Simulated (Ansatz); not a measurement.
CdTe:
```
CELL_PARAMETERS angstrom
      2.92312    -3.48136     0.00000
      2.92312     3.48136     0.00000
      0.00000     0.00000     5.86231
ATOMIC_POSITIONS crystal
  Cd 0.34865 0.65135 0.75000
  Cd 0.65135 0.34865 0.25000
  Te 0.76459 0.23541 0.75000
  Te 0.23541 0.76459 0.25000
```

Relaxed with r²SCAN. Special points in fractions of this cell's reciprocal vectors: Γ (0.000, 0.000, 0.000); Y (-0.500, 0.500, 0.000); C0 (-0.426, 0.574, 0.000); Σ0 (0.426, 0.426, 0.000); Z (0.000, 0.000, 0.500); A0 (0.426, 0.426, 0.500); E0 (-0.426, 0.574, 0.500); T (-0.500, 0.500, 0.500); S (0.000, 0.500, 0.000); R (0.000, 0.500, 0.500).

Q: List the band energies nearest the Fermi level at these points for DFT-r²SCAN in the program Ansatz with PAW potentials.

A: In eV from the Fermi level; about four levels below and three above (degenerate sets whole), none deeper than 8.9 eV; points with the same levels are listed once.

```csv
k,below,above
Γ,-0.98 -0.81 -0.50 -0.36,0.83 3.62 5.57
Y,-2.05 -1.80 -1.73 -0.57,0.14 3.30 5.01
C0,-2.38 -1.91 -1.84 -0.24,0.87 3.40 5.31
Z,-1.84 -1.84 -1.21 -1.21,2.29 2.29 4.67 4.67
A0,-3.31 -3.31 -2.03 -2.03,3.05 3.05 5.31 5.31
T,-3.12 -3.12 -2.83 -2.83,2.96 2.96 5.64 5.64
S,-2.73 -2.14 -1.19 -1.08,2.27 3.49 3.95
R,-5.24 -5.24 -1.32 -1.32,0.04 0.04 2.60 2.60
```

Space group Cmcm. The first step of the workflow began from a Materials Project structure, measured or hypothetical; the Crystallography Open Database copy checked does not list it. It is not the phase usual at ambient conditions (space group No. 216). The r²SCAN relaxation kept the symmetry of its start; whether a distortion lowers the energy is not shown. Scalar-relativistic: spin–orbit coupling is off unless named, which matters more the heavier the elements.

Potentials: the later of the program's two PAW sets.
